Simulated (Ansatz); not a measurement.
One crystal and one scan (energy against volume) at two levels, PBE (plane waves to 420 eV, PAW, scalar-relativistic; Ansatz, a first-principles code) and r2SCAN (plane waves to 500 eV, PAW, scalar-relativistic; Ansatz), each from its own relaxed cell and on its own mesh.

The crystal is AlNi3 (Cu3Au type); the cell is scaled evenly about its relaxed volume V₀.

Energies are smeared free energies. AlNi3 was relaxed with its symmetry unable to fall. Relaxed AlNi3 ends ferromagnetic. The magnetic order is the one the run started from; other orders were not tried. (PBE) Relaxed AlNi3 ends ferromagnetic. (r2SCAN) Relaxed AlNi3 ends ferromagnetic. Both scans cover V/V₀ from 0.940 to 1.060.

| quantity | run 1 | run 2 |
|---|---|---|
| Lattice constant a (Å) | 3.567 | 3.526 |
| Magnetic moment of the relaxed cell (μB/cell) | 0.72 | 0.89 |
| Pressure at the smallest volume (GPa) | 13.0 | 14.4 |
| Energy cost of the largest compression (meV/atom) | 26 | 28 |
| Bulk modulus B₀ (third-order Birch-Murnaghan fit) (GPa) | 181.7 | 201.9 |
| Pressure for 5 % compression (fit) (GPa) | 10.5 | 11.7 |

Q: Which run is which level?

A: Run 1 is PBE, run 2 is r2SCAN. PBE gives the higher value for: lattice constant a. PBE gives the lower value for: magnetic moment of the relaxed cell; pressure at the smallest volume; bulk modulus B₀; pressure for 5 % compression. Neither level is exact: the differences show how much the result hangs on the functional.

(A scan under strain: stresses follow from slopes of the energy per volume, elastic moduli from its curvatures.)
